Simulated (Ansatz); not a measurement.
GaAs:
```yaml
crystal:
  lattice:
    - [4.08128, 0.00000, 0.00000]
    - [-2.04064, 3.53449, 0.00000]
    - [0.00000, 0.00000, 8.93735]
  atoms:
    - { symbol: Ga, position: [0.50020, 0.00000, 0.66667] }
    - { symbol: Ga, position: [0.00000, 0.50020, 0.33333] }
    - { symbol: Ga, position: [0.49980, 0.49980, 0.00000] }
    - { symbol: As, position: [0.50010, 0.00000, 0.16667] }
    - { symbol: As, position: [0.00000, 0.50010, 0.83333] }
    - { symbol: As, position: [0.49990, 0.49990, 0.50000] }
```

Relaxed with PBE. Special points in fractions of this cell's reciprocal vectors: Γ (0.000, 0.000, 0.000); M (0.500, 0.000, 0.000); K (0.333, 0.333, 0.000); A (0.000, 0.000, 0.500); L (0.500, 0.000, 0.500); H (0.333, 0.333, 0.500).

Problem. List the band energies nearest the Fermi level at these points for DFT-PBE in the program Ansatz with PAW potentials.

Solution. In eV from the Fermi level; about four levels below and three above (degenerate sets whole), none deeper than 8.9 eV; points with the same levels are listed once.

| k | below | above |
|---|---|---|
| Γ | -0.90 -0.74 -0.74 -0.51 | 0.08 1.46 1.46 |
| M | -2.58 -1.91 -1.73 -1.65 | 0.32 0.60 1.53 |
| K | -2.26 -1.71 -1.71 -0.21 | 2.17 2.17 4.61 4.61 |
| A | -0.71 -0.63 -0.63 -0.41 | 1.37 1.37 1.41 |
| L | -2.51 -2.40 -2.06 -1.81 | 0.92 1.42 2.40 |
| H | -3.78 -3.78 -2.13 -1.41 | 2.27 2.27 2.29 |

Space group P6_222. The start of the workflow was typed in or built on a structure type; neither database checked (COD, Materials Project) lists it. It is not the phase usual at ambient conditions (space group No. 216). The cell was relaxed with PBE under the symmetry of its start; whether a distortion lowers the energy is not shown. Point labels and valley counts follow the cell and symmetry of the run, lower than the named group. The Fermi level of a semimetal is unsure by some 0.05 eV on such meshes. Spin–orbit coupling is left out wherever it is not named.

Potentials: the earlier of the program's two PAW sets.
